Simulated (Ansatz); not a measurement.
A plane-wave DFT run in Ansatz 0.2.0 (scalar-relativistic PAW potentials unless the input names others): input and command.

```yaml
crystal:
  lattice:
    - [0.0, 4.3326142649, 4.3326142649]
    - [4.3326142649, 0.0, 4.3326142649]
    - [4.3326142649, 4.3326142649, 0.0]
  atoms:
    - { symbol: K, position: [0.25, 0.25, 0.25] }
    - { symbol: K, position: [0.75, 0.75, 0.75] }
    - { symbol: Mn, position: [0.0, 0.0, 0.0], spin: 3.7 }
    - { symbol: Ag, position: [0.5, 0.5, 0.5] }
    - { symbol: F, position: [0.2259191833, 0.2259191833, 0.7740808167] }
    - { symbol: F, position: [0.2259191833, 0.7740808167, 0.7740808167] }
    - { symbol: F, position: [0.7740808167, 0.7740808167, 0.2259191833] }
    - { symbol: F, position: [0.2259191833, 0.7740808167, 0.2259191833] }
    - { symbol: F, position: [0.7740808167, 0.2259191833, 0.7740808167] }
    - { symbol: F, position: [0.7740808167, 0.2259191833, 0.2259191833] }
basis:
  ecutwfc: 420
kpoints:
  mp_grid: { grid: [8, 8, 8] }
hamiltonian:
  xc: pbe
scf:
  occupations: { method: methfessel_paxton, width: 1.0 }
  max_iter: 50
output:
  forces: true
  eigenvalues: true
  stress: true
magnetization:
  spin_polarized: true
```

```bash
ansatz run input.yaml --threads 2 --pin off --max-ram 5120MiB --backend cpu --events-out ev --progress --plain --runs-dir out
```

Abridged log:
```
band count auto-derived: 66 (N_el = 94.0; filled up to band 47; 59 by the electrons, moments and atoms)
Pseudopotentials: kind: paw
Pseudopotential: K, paw, valence charge 9, recommended cutoff 420 eV (normal)
Pseudopotential: Mn, paw, valence charge 15, recommended cutoff 420 eV (normal)
Pseudopotential: Ag, paw, valence charge 19, recommended cutoff 420 eV (normal)
Pseudopotential: F, paw, valence charge 7, recommended cutoff 420 eV (normal)
Functional definition: PBE
Crystal: 10 atoms, lattice volume = 162.660 Å³
Basis set: ecut = 420 eV, 3143 PW (Γ), exchange–correlation on 90×90×90 points (8 copies of the dense FFT grid, shifted against one another)
Bands: 66, of which v1, the nominal top of the filled ones, is band 47 counted from 1 (46 counted from 0)
Symmetry: 48 space group operations
Space group: Fm-3m (ITA 225), of the structure as read, at distance tolerance 5.5e-5 Å
Magnetic group: BNS 225.116 (UNI 1618), of the structure as read, at distance tolerance 5.5e-5 Å
k-points: 29 of 512
Initial density: superposition of atomic densities (chi_scale 0.1, normalization cell, long waves kept (reshape's long-wave potential 0.02 eV rms))
Starting moments: Σ|m| = 3.7 μB on 1 of 10 sites
Initial wavefunctions: pseudopotential atomic-orbital guess
Functional: x = pbe(κ = 0.804, μ = 0.21951497), c = pbe(β = 0.06672455)
SCF iter   1: F=—  HF=-19447.730773 eV  |F-HF|=—  |Δ(HF+E_count)|=         —  Δρ=2.77e-1 (↑1.45e-1 ↓2.77e-1) dr2=2.71e2  dr2_m=1.03e1  M=1.140 μB ∫|m|=1.174 μB  β_m=0.30  ethr=3.10e-3  ⟨swp⟩=8.2  Hψ=16566  notcnv=0
spin=Collinear: Kerker preconditioning applied to the charge; magnetization (m = ρ↑ − ρ↓) channel mixes plain (no charge-response kernel on spin).
SCF iter   2: F=—  HF=-19429.966797 eV  |F-HF|=—  |Δ(HF+E_count)|=    1.78e1  S|Δr|=    0.00e0  Δρ=1.22e-1 (↑1.22e-1 ↓8.49e-2) dr2=7.68e1  dr2_m=8.75e-1  M=2.325 μB ∫|m|=2.430 μB  β_m=0.30  ethr=3.10e-3  ⟨swp⟩=3.9  Hψ=10974  notcnv=0  defer=525
spin=Collinear: Resta preconditioning applied to the charge; magnetization (m = ρ↑ − ρ↓) channel mixes plain (no charge-response kernel on spin).
spin-set hold released at iteration 2 (site moments show no strong build): the magnetisation degrees of freedom join the quasi-Newton model from the next iteration; the mixer history was kept
SCF iter   3: F=—  HF=-19422.217512 eV  |F-HF|=—  |Δ(HF+E_count)|=    7.75e0  S|Δr|=    0.00e0  Δρ=4.02e-2 (↑2.89e-2 ↓4.02e-2) dr2=3.62e0  dr2_m=1.04e0  M=3.585 μB ∫|m|=3.615 μB  β_m=0.30  ethr=3.10e-3  ⟨swp⟩=3.1  Hψ=8745  notcnv=0
SCF iter   4: F=—  HF=-19421.808022 eV  |F-HF|=—  |Δ(HF+E_count)|=   4.09e-1  S|Δr|=    0.00e0  Δρ=3.43e-2 (↑2.46e-2 ↓3.43e-2) dr2=1.65e0  dr2_m=1.02e0  M=3.860 μB ∫|m|=3.893 μB  β_m=0.47  ethr=3.10e-3  ⟨swp⟩=1.7  Hψ=4620  notcnv=0
SCF iter   5: F=—  HF=-19421.898609 eV  |F-HF|=—  |Δ(HF+E_count)|=   9.06e-2  S|Δr|=    0.00e0  Δρ=2.28e-2 (↑1.33e-2 ↓2.28e-2) dr2=5.37e-1  dr2_m=3.93e-1  M=4.210 μB ∫|m|=4.300 μB  β_m=0.64  ethr=1.75e-3  ⟨swp⟩=2.2  Hψ=6304  notcnv=0  defer=168
SCF iter   6: F=—  HF=-19421.897493 eV  |F-HF|=—  |Δ(HF+E_count)|=   1.12e-3  S|Δr|=    0.00e0  Δρ=1.10e-2 (↑1.10e-2 ↓4.29e-3) dr2=1.38e-1  dr2_m=6.28e-2  M=3.899 μB ∫|m|=4.225 μB  β_m=0.66  ethr=5.71e-4  ⟨swp⟩=2.4  Hψ=6339  notcnv=0  defer=322
SCF iter   7: F=—  HF=-19421.889940 eV  |F-HF|=—  |Δ(HF+E_count)|=   7.55e-3  S|Δr|=    0.00e0  Δρ=3.70e-3 (↑3.70e-3 ↓1.89e-3) dr2=3.26e-2  dr2_m=6.46e-3  M=3.921 μB ∫|m|=4.270 μB  β_m=0.83  ethr=1.47e-4  ⟨swp⟩=1.5  Hψ=3545  notcnv=0  defer=322
SCF iter   8: F=—  HF=-19421.893007 eV  |F-HF|=—  |Δ(HF+E_count)|=   3.07e-3  S|Δr|=    0.00e0  Δρ=3.35e-3 (↑3.35e-3 ↓1.23e-3) dr2=2.49e-2  dr2_m=2.60e-3  M=3.922 μB ∫|m|=4.361 μB  β_m=0.92  ethr=3.47e-5  ⟨swp⟩=2.0  Hψ=6234  notcnv=0  defer=323
SCF iter   9: F=—  HF=-19421.890507 eV  |F-HF|=—  |Δ(HF+E_count)|=   2.50e-3  S|Δr|=    0.00e0  Δρ=1.43e-3 (↑1.43e-3 ↓5.43e-4) dr2=2.99e-3  dr2_m=7.81e-4  M=3.929 μB ∫|m|=4.331 μB  β_m=0.76  ethr=2.65e-5  ⟨swp⟩=1.7  Hψ=3823  notcnv=0  defer=326
SCF iter  10: F=—  HF=-19421.890025 eV  |F-HF|=—  |Δ(HF+E_count)|=   4.82e-4  S|Δr|=    0.00e0  Δρ=3.61e-4 (↑3.61e-4 ↓1.25e-4) dr2=1.30e-4  dr2_m=5.61e-5  M=3.925 μB ∫|m|=4.320 μB  β_m=0.88  ethr=3.18e-6  ⟨swp⟩=2.0  Hψ=5601  notcnv=0  defer=328
SCF iter  11: F=—  HF=-19421.890022 eV  |F-HF|=—  |Δ(HF+E_count)|=   2.97e-6  S|Δr|=    0.00e0  Δρ=9.26e-5 (↑6.71e-5 ↓9.26e-5) dr2=4.08e-5  dr2_m=4.50e-7  M=3.923 μB ∫|m|=4.321 μB  β_m=0.89  ethr=1.38e-7  ⟨swp⟩=2.0  Hψ=3995  notcnv=0  defer=330
SCF iter  12: F=—  HF=-19421.890176 eV  |F-HF|=—  |Δ(HF+E_count)|=   1.54e-4  S|Δr|=    0.00e0  Δρ=5.61e-5 (↑4.08e-5 ↓5.61e-5) dr2=8.26e-6  dr2_m=1.92e-6  M=3.922 μB ∫|m|=4.320 μB  β_m=0.94  ethr=4.34e-8  ⟨swp⟩=2.0  Hψ=3761  notcnv=0  defer=332
SCF iter  13: F=—  HF=-19421.890176 eV  |F-HF|=—  |Δ(HF+E_count)|=   5.55e-7  S|Δr|=    0.00e0  Δρ=2.24e-5 (↑2.24e-5 ↓1.20e-5) dr2=1.14e-6  dr2_m=1.08e-7  M=3.923 μB ∫|m|=4.320 μB  β_m=0.82  ethr=8.79e-9  ⟨swp⟩=2.2  Hψ=4651  notcnv=0  defer=332
SCF iter  14: F=-19421.890175 eV  HF=-19421.890175 eV  |F-HF|=1.42e-8  |Δ(HF+E_count)|=   1.88e-7  S|Δr|=    0.00e0  Δρ=3.03e-6 (↑3.03e-6 ↓2.94e-6) dr2=2.63e-8  dr2_m=4.56e-9  M=3.923 μB ∫|m|=4.320 μB  ethr=1.06e-10  ⟨swp⟩=10.0  Hψ=19589  notcnv=0
SCF 1 converged in 14 iterations: F = -19421.890175 eV  dr2 = 2.63e-8
this state was not tested for a lower state beside it, because cold or Methfessel-Paxton smearing, or corrected tetrahedra, fill the levels in a way that the test cannot read (fill_not_monotonic; see scf.lower_state_search)
SCF converged after 14 iterations
Magnetization: 3.9229 μB (48.9614 up, 45.0386 down)
Absolute magnetization: 4.3274 μB (∫|ρ↑−ρ↓|, with the PAW one-centre terms)
Spin contamination: 0.1519 ħ² per cell (⟨S²⟩ above its minimum at these occupations)
Per-site moments (μB) at R_I (Å): [(0.00087681, 1.26667154), (0.00087681, 1.26667154), (3.38179896, 0.80752705), (-0.13625844, 0.97967632), (0.02451077, 0.80752705), (0.02451077, 0.80752705), (0.02451077, 0.80752705), (0.02451077, 0.80752705), (0.02451077, 0.80752705), (0.02451077, 0.80752705)]
Free energy (F): -19421.890175 eV
Harris-Foulkes:  -19421.890175 eV  (|F-HF|=1.42e-8)
Internal energy: -19422.263946 eV  (E = F + TS)
E sigma→0 (E₀):  -19421.983618 eV
Entropy (-TS):   0.373771 eV (37.377 meV/atom)
Fermi energy:    5.646478 eV
--- Forces (eV/Å), atoms counted from 1 ---
  atom   1  K      0.00000000     0.00000000     0.00000000
  atom   2  K      0.00000000     0.00000000     0.00000000
  atom   3  Mn     0.00000000     0.00000000     0.00000000
  atom   4  Ag     0.00000000     0.00000000     0.00000000
  atom   5  F      0.00000000     0.00000000    -0.21699152
  atom   6  F      0.21699152     0.00000000     0.00000000
  atom   7  F      0.00000000     0.00000000     0.21699152
  atom   8  F      0.00000000    -0.21699152     0.00000000
  atom   9  F      0.00000000     0.21699152     0.00000000
  atom  10  F     -0.21699152     0.00000000     0.00000000
--- Stress (GPa, compression-positive) ---
       -0.242779       0.000000       0.000000
        0.000000      -0.242779       0.000000
        0.000000       0.000000      -0.242779
  P = ⅓ Tr σ = -0.2428 GPa (-2.428 kbar)
```

Q: Find the fault.

A: The fault is a smearing of electronvolts (scf.occupations: {"method": "gaussian", "width": 0.1} → {"method": "methfessel_paxton", "width": 1.0}, the first being the value of the sound run). Setting it back cures it. The run converged all the same, with an energy at zero smearing 12.90 meV/atom below the reference's, pressure -0.24 GPa, largest force 0.217 eV/Å, no gap on the mesh, so convergence alone doesn't show that an input is right. A reference run on usual settings, whose relaxation ended at this geometry, converged, and the end of its own relaxation has pressure 0.08 GPa, largest force 0.001 eV/Å, no gap on the mesh.

It took 36 s on 2 threads of AMD EPYC (Zen 3), on a shared host, peak memory 0.81 GiB.